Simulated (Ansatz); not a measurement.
Re$_{2}$B in space group P4/nmm (No. 129; Re on 2a, Re on 2c, B on 2c) at seven volumes, plane-wave PAW r²SCAN (Ansatz code), shape and atoms relaxed at each. One row is withheld.

```json
[
 {"V (Å³/atom)": "11.172", "P (GPa)": "38.81"},
 {"V (Å³/atom)": "11.540", "P (GPa)": "23.71"},
 {"V (Å³/atom)": "11.909", "P (GPa)": "10.89"},
 {"V (Å³/atom)": "12.277", "P (GPa)": "0.00"},
 {"V (Å³/atom)": "12.645", "P (GPa)": "-9.23"},
 {"V (Å³/atom)": "13.014", "P (GPa)": "-17.01"},
 {"V (Å³/atom)": "13.382", "P (GPa)": "?"}
]
```

Problem. Fit the shown pressures and predict the withheld one.

Solution. P = (3/2)B₀(x^(7/2) − x^(5/2))[1 + (3/4)(B′ − 4)(x − 1)] with x = (V₀/V)^(2/3). Least squares on the six rows gives V₀ = 12.278 Å³/atom, B₀ = 333 GPa, B′ = 4.47. At V = 13.382, x = 0.9442 and P = -23.66 GPa. The run itself gave -23.49 GPa.

The cell is a constructed one: a structure type filled with these elements; neither database checked (COD, Materials Project) lists it. Its standing as an ambient phase is unchecked. The cell was relaxed with r²SCAN under the symmetry of its start; whether a distortion lowers the energy is not shown. The run is not spin-polarised. Spin–orbit coupling is left out wherever it is not named.

Potentials: the earlier of the program's two PAW sets.
